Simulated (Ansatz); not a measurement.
The start is a generated cell, NiGe placed in the AFLOW prototype AB_hP12_186_a2b_a2b (B6, as in SiC). The cell and all atomic positions are relaxed at zero pressure with PBE (plane waves to 420 eV, PAW, scalar-relativistic; Ansatz, a quantum-chemistry and plane-wave program). The first steps use a coarse 6×6×2 k-mesh.

Initial structure:
```
CELL_PARAMETERS angstrom
      3.38733     0.00000     0.00000
     -1.69367     2.93352     0.00000
      0.00000     0.00000    16.62149
ATOMIC_POSITIONS crystal
  Ge 0.00000 0.00000 0.00000
  Ge 0.00000 0.00000 0.50000
  Ge 0.66667 0.33333 0.83325
  Ge 0.33333 0.66667 0.33325
  Ge 0.66667 0.33333 0.16650
  Ge 0.33333 0.66667 0.66650
  Ni 0.00000 0.00000 0.87460
  Ni 0.00000 0.00000 0.37460
  Ni 0.66667 0.33333 0.70785
  Ni 0.33333 0.66667 0.20785
  Ni 0.66667 0.33333 0.04150
  Ni 0.33333 0.66667 0.54150
```
Spin-polarised start, with parallel moments on Ni.

Q: What pressure does the first self-consistent step give?

A: +55 GPa (positive: the cell is compressed).

Q: What is the largest force in the starting geometry, and on which atom (counted from 1)?

A: About 0.2 eV/Å, on Ge1, Ge2 (atoms numbered as listed).

Q: How does the volume per atom move from start to end?

A: +6.9 %, from 13.76 to 14.71 Å³/atom.

Q: How do the shortest distances between atoms change?

A: The closest pairs of elements (up to four, under 3.6 Å), start → end: Ge–Ni 2.07 → 2.35 Å; Ge–Ge 3.39 → 2.88 Å; Ni–Ni 3.39 → 2.88 Å.

Q: Is the relaxed structure metallic? Give its gap.

A: Zero (metallic).

Q: What magnetic moments remain?

A: Zero (the starting moments vanished).

Q: What does it relax into? Give the structure.

A: 
```cif
data_Ge6Ni6
_chemical_formula_sum 'Ge6 Ni6'
_space_group_name_H-M_alt 'P63mc'
_space_group_IT_number 186
_space_group_name_Hall 'P 6c -2c'
_cell_length_a 2.87976
_cell_length_b 2.87976
_cell_length_c 24.57882
_cell_angle_alpha 90.000
_cell_angle_beta 90.000
_cell_angle_gamma 120.000
loop_
_atom_site_label
_atom_site_type_symbol
_atom_site_symmetry_multiplicity
_atom_site_Wyckoff_symbol
_atom_site_fract_x
_atom_site_fract_y
_atom_site_fract_z
_atom_site_occupancy
Ge1 Ge 2 a 0.00000 0.00000 0.48512 1
Ge2 Ge 2 b 0.66667 0.33333 0.31847 1
Ge3 Ge 2 b 0.33333 0.66667 0.15181 1
Ni1 Ni 2 a 0.00000 0.00000 0.38943 1
Ni2 Ni 2 b 0.66667 0.33333 0.22268 1
Ni3 Ni 2 b 0.33333 0.66667 0.05620 1
```

The space group stays P6₃mc (No. 186) (the run could not lower it), with 12 atoms in the primitive cell. Final values are on a 15×15×2 k-mesh of the relaxed cell. No spin polarisation in the result: the starting moments vanished. A magnetic state may lie lower.

The run could not lose the symmetry of its start: the end is stationary, and may be a saddle point rather than a minimum.

The relaxed structure here is a generated cell of NiGe: the first start was made by placing the elements on the sites of a structure type, and the end was not matched to a known phase here, so it may be hypothetical.
